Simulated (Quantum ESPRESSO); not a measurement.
## Nb6MoCu (input and log of a self-consistent run)

Computed values, not a measurement. The program is pw.x of Quantum ESPRESSO 7.5 (plane-wave density functional theory). The cell is made up: eight metal atoms on a hexagonal close-packed lattice, with elements, volume, strain and displacements drawn at random and not relaxed, so it may be unstable or far from any real phase. PseudoDojo standard norm-conserving files set the functional (PBE unless stated); there is no spin polarisation or spin-orbit coupling, the Fermi-Dirac width of 0.25 eV means electrons at about 2900 K, and the masses in the input are unused placeholders. The copper pseudopotential is less sure than most, with forces differing by about three percent and pressure by about two GPa from a second method on plain copper. A spin test at this wide smearing found no moment, but such smearing suppresses magnetism that the real alloy may have.

Input:

```
&control calculation='scf', pseudo_dir='./dojo.nc.sr.pbe.v0_5.standard.upf', outdir='./o', disk_io='minimal', tprnfor=.true., tstress=.true. /
&system ibrav=0, nat=8, ntyp=3, nbnd=73, ecutwfc=92.02030273, nosym=.true., tot_charge=0,
 occupations='smearing', smearing='fd', degauss=0.0183746611
/
&electrons conv_thr=1.470e-08, electron_maxstep=70, mixing_beta=0.5 /
ATOMIC_SPECIES
Cu 1.0 Cu.upf
Mo 1.0 Mo.upf
Nb 1.0 Nb.upf
CELL_PARAMETERS angstrom
2.9833 -0.0307 0.0544
1.4288 -2.5907 -4.875
1.3226 7.4421 -4.7334
ATOMIC_POSITIONS angstrom
Nb -0.0319 0.0076 0.0423
Nb 1.3854 2.4226 -4.8363
Nb 1.4658 -0.8119 -2.4389
Nb 2.8519 1.5334 -7.1948
Nb 2.7712 4.9043 -4.7352
Mo 2.9236 -0.0537 -4.8192
Cu 2.9539 1.5806 -2.3945
Nb 4.2956 4.0151 -7.1253
K_POINTS automatic
8 4 3 1 1 1
```

The log is shortened where brackets say so; the opening notice, blank lines, dates and the lines on written files are dropped, and the path of the files is cut. It prints rydbergs, bohrs and kilobars, and counts compression as positive stress. Its total energy is the free energy E - TS of the whole cell.

```
     Program PWSCF v.7.5
     Parallel version (MPI & OpenMP), running on       4 processor cores
     Number of MPI processes:                 4
     Threads/MPI process:                     1
     [start-up lines left out]
     bravais-lattice index     =            0
     lattice parameter (alat)  =       5.6389  a.u.
     unit-cell volume          =     982.3798 (a.u.)^3
     number of atoms/cell      =            8
     number of atomic types    =            3
     number of electrons       =       111.00
     number of Kohn-Sham states=           73
     kinetic-energy cutoff     =      92.0203  Ry
     charge density cutoff     =     368.0812  Ry
     scf convergence threshold =      1.5E-08
     mixing beta               =       0.5000
     number of iterations used =            8  plain     mixing
     Exchange-correlation= PBE
                           (   1   4   3   4   0   0   0)
     [axes and pseudopotential details left out]
   Cartesian axes
     site n.     atom                  positions (alat units)
         1        Nb     tau(   1) = (  -0.0106905   0.0025470   0.0141758  )
         2        Nb     tau(   2) = (   0.4642833   0.8118758  -1.6207690  )
         3        Nb     tau(   3) = (   0.4912274  -0.2720887  -0.8173384  )
         4        Nb     tau(   4) = (   0.9557453   0.5138819  -2.4111633  )
         5        Nb     tau(   5) = (   0.9287007   1.6435576  -1.5868878  )
         6        Mo     tau(   6) = (   0.9797739  -0.0179963  -1.6150384  )
         7        Cu     tau(   7) = (   0.9899282   0.5296999  -0.8024588  )
         8        Nb     tau(   8) = (   1.4395665   1.3455637  -2.3878720  )
     number of k points=    48  Fermi-Dirac smearing, width (Ry)=  0.0184
                       cart. coord. in units 2pi/alat
        k(    1) = (   0.0638472   0.0139890  -0.0652330), wk =   0.0416667
        k(    2) = (   0.0598761  -0.1858151   0.0397842), wk =   0.0416667
     [further k points left out]
     Dense  grid:   117143 G-vectors     FFT dimensions: (  36,  72, 108)
     Estimated max dynamical RAM per process >     390.31 MB
     Estimated total dynamical RAM >       1.44 GB
     Initial potential from superposition of free atoms
     starting charge     110.9843, renormalised to     111.0000
     Starting wfcs are   80 randomized atomic wfcs
     total cpu time spent up to now is       12.3 secs
     per-process dynamical memory:   299.1 Mb
     Self-consistent Calculation
     iteration #  1     ecut=    92.02 Ry     beta= 0.50
     Davidson diagonalization with overlap
     ethr =  1.00E-02,  avg # of iterations =  2.7
     total cpu time spent up to now is       36.3 secs
     total energy              =   -1260.08383431 Ry
     estimated scf accuracy    <      10.49885304 Ry
     iteration #  2     ecut=    92.02 Ry     beta= 0.50
     Davidson diagonalization with overlap
     ethr =  9.46E-03,  avg # of iterations =  3.0
     total cpu time spent up to now is       66.3 secs
     total energy              =   -1257.36939281 Ry
     estimated scf accuracy    <     150.52242219 Ry
     iteration #  3     ecut=    92.02 Ry     beta= 0.50
     Davidson diagonalization with overlap
     ethr =  9.46E-03,  avg # of iterations =  5.0
     total cpu time spent up to now is      102.5 secs
     total energy              =   -1265.62365287 Ry
     estimated scf accuracy    <      28.10821998 Ry
     iteration #  4     ecut=    92.02 Ry     beta= 0.50
     Davidson diagonalization with overlap
     ethr =  9.46E-03,  avg # of iterations =  2.0
     total cpu time spent up to now is      128.4 secs
     total energy              =   -1267.09230026 Ry
     estimated scf accuracy    <       7.13719699 Ry
     iteration #  5     ecut=    92.02 Ry     beta= 0.50
     Davidson diagonalization with overlap
     ethr =  6.43E-03,  avg # of iterations =  1.2
     total cpu time spent up to now is      148.9 secs
     total energy              =   -1267.03201939 Ry
     estimated scf accuracy    <       6.94921903 Ry
     [iterations 6 to 18 left out]
     iteration # 19     ecut=    92.02 Ry     beta= 0.50
     Davidson diagonalization with overlap
     ethr =  1.12E-08,  avg # of iterations =  1.3
     total cpu time spent up to now is      499.2 secs
     total energy              =   -1267.07646232 Ry
     estimated scf accuracy    <       0.00000180 Ry
     iteration # 20     ecut=    92.02 Ry     beta= 0.50
     Davidson diagonalization with overlap
     ethr =  1.62E-09,  avg # of iterations =  3.0
     total cpu time spent up to now is      524.0 secs
     total energy              =   -1267.07646255 Ry
     estimated scf accuracy    <       0.00000027 Ry
     iteration # 21     ecut=    92.02 Ry     beta= 0.50
     Davidson diagonalization with overlap
     ethr =  2.46E-10,  avg # of iterations =  4.0
     total cpu time spent up to now is      552.5 secs
     total energy              =   -1267.07646258 Ry
     estimated scf accuracy    <       0.00000003 Ry
     iteration # 22     ecut=    92.02 Ry     beta= 0.50
     Davidson diagonalization with overlap
     ethr =  2.51E-11,  avg # of iterations =  4.9
     total cpu time spent up to now is      576.0 secs
     total energy              =   -1267.07646258 Ry
     estimated scf accuracy    <       0.00000005 Ry
     iteration # 23     ecut=    92.02 Ry     beta= 0.50
     Davidson diagonalization with overlap
     ethr =  2.51E-11,  avg # of iterations =  2.3
     total cpu time spent up to now is      602.5 secs
     End of self-consistent calculation
     [lines on levels left out]
!    total energy              =   -1267.07646258 Ry
     estimated scf accuracy    <          6.8E-09 Ry
     smearing contrib. (-TS)   =      -0.15610321 Ry
     internal energy E=F+TS    =   -1266.92035937 Ry
     The total energy is F=E-TS. E is the sum of the following terms:
     one-electron contribution =    -414.15019434 Ry
     hartree contribution      =     266.27660647 Ry
     xc contribution           =    -223.60487544 Ry
     ewald contribution        =    -895.44189605 Ry
     convergence has been achieved in  23 iterations
     Forces acting on atoms (cartesian axes, Ry/au):
     atom    1 type  3   force =    -0.00063594    0.01668208   -0.02476168
     atom    2 type  3   force =     0.00821283   -0.02487836    0.05890412
     atom    3 type  3   force =    -0.00036058    0.02137056   -0.00807545
     atom    4 type  3   force =     0.00005759   -0.03818109   -0.00637534
     atom    5 type  3   force =     0.00131845    0.00667908    0.00474908
     atom    6 type  2   force =    -0.00046596   -0.00238181   -0.02105840
     atom    7 type  1   force =    -0.00243426    0.00586827    0.00756797
     atom    8 type  3   force =    -0.00569214    0.01484128   -0.01095029
     Total force =     0.089760     Total SCF correction =     0.000443
     Computing stress (Cartesian axis) and pressure
          total   stress  (Ry/bohr**3)                   (kbar)     P=      -32.65
  -0.00032479  -0.00003823   0.00009543          -47.78       -5.62       14.04
  -0.00003823  -0.00032447   0.00008471           -5.62      -47.73       12.46
   0.00009543   0.00008471  -0.00001663           14.04       12.46       -2.45
     init_run     :     11.55s CPU     12.12s WALL (       1 calls)
     electrons    :    578.77s CPU    590.20s WALL (       1 calls)
     forces       :      3.03s CPU      3.03s WALL (       1 calls)
     stress       :      9.51s CPU      9.52s WALL (       1 calls)
     [timing details left out]
     PWSCF        :  10m 3.10s CPU  10m15.13s WALL
     JOB DONE.
```

In other units: free energy -17239.454 eV for the cell, pressure -3.27 GPa, largest force component 1.514 eV/Å in size. The run took 617 s of wall time with four MPI processes on a shared machine (Intel Xeon, 2023 or later, virtual cores), so the time is rough. A rerun of this cell at a higher cutoff and on a denser mesh moved values by no more than 0.004 eV in energy, 0.03 GPa in stress and 0.006 eV/Å in force, and a second program with other atomic files agreed on that cell to 2 % rms in force and 0.5 GPa in pressure.